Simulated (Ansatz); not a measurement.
The relaxed structure here is a generated cell of SrTiO3: the first start was made by placing the elements on the sites of a structure type, and the end was not matched to a known phase here, so it may be hypothetical. Known forms of SrTiO3 include space group No. 221.

A relaxed cell of SrTiO3 (R-3c (No. 167)), relaxed on a k-mesh at least as fine as the one used below. Level of theory: PBEsol (plane waves to 420 eV, PAW, scalar-relativistic; Ansatz, an electronic-structure program). Γ-centred k-mesh 5×5×5 on the run's cell (coarser than for final values), Fermi–Dirac smearing 0.05 eV.

```yaml
crystal:
  lattice:
    - [2.94184, 1.69847, 5.46051]
    - [-2.94184, 1.69847, 5.46051]
    - [0.00000, -3.39694, 5.46051]
  atoms:
    - { symbol: Ti, position: [0.25000, 0.25000, 0.25000] }
    - { symbol: Ti, position: [0.75000, 0.75000, 0.75000] }
    - { symbol: Sr, position: [0.00000, 0.00000, 0.00000] }
    - { symbol: Sr, position: [0.50000, 0.50000, 0.50000] }
    - { symbol: O, position: [0.95001, 0.54999, 0.25000] }
    - { symbol: O, position: [0.25000, 0.95001, 0.54999] }
    - { symbol: O, position: [0.54999, 0.25000, 0.95001] }
    - { symbol: O, position: [0.04999, 0.45001, 0.75000] }
    - { symbol: O, position: [0.75000, 0.04999, 0.45001] }
    - { symbol: O, position: [0.45001, 0.75000, 0.04999] }
```

The atoms are displaced along an unstable phonon of this cell by (Å):

```json
[
 {"atom": "Ti1", "ux": "0.000", "uy": "0.000", "uz": "-0.132"},
 {"atom": "Ti2", "ux": "0.000", "uy": "0.000", "uz": "-0.132"},
 {"atom": "Sr3", "ux": "0.000", "uy": "0.000", "uz": "0.000"},
 {"atom": "Sr4", "ux": "0.000", "uy": "0.000", "uz": "0.000"},
 {"atom": "O5", "ux": "0.000", "uy": "-0.073", "uz": "0.131"},
 {"atom": "O6", "ux": "0.063", "uy": "0.036", "uz": "0.131"},
 {"atom": "O7", "ux": "-0.063", "uy": "0.036", "uz": "0.131"},
 {"atom": "O8", "ux": "0.000", "uy": "-0.073", "uz": "0.131"},
 {"atom": "O9", "ux": "0.063", "uy": "0.036", "uz": "0.131"},
 {"atom": "O10", "ux": "-0.063", "uy": "0.036", "uz": "0.131"}
]
```

Question: What forces (eV/Å) and pressure result?

Answer: 
```
atom     Fx     Fy     Fz
----  -----  -----  -----
Ti1    0.00   0.00  -0.96
Ti2    0.00   0.00  -0.96
Sr3    0.00   0.00   0.01
Sr4    0.00   0.00   0.01
O5     0.63  -0.26   0.32
O6    -0.09   0.67   0.32
O7    -0.54  -0.42   0.32
O8    -0.63  -0.26   0.32
O9     0.54  -0.42   0.32
O10    0.09   0.67   0.32
```

Pressure -3.1 GPa.

Question: Estimate the energy cost of the displacement in the harmonic approximation and compare with the calculation.

Answer: For a harmonic well ΔE = −½ Σ F·u = -0.308 eV a cell, or -31 meV/atom. The calculated energy relative to the undisplaced cell is -39 meV/atom, so anharmonic terms matter at this amplitude.

The undisplaced cell is probably no minimum: from this displacement the run went on to R3c (No. 161), 482 meV/atom below it.

No spin polarisation in the result.
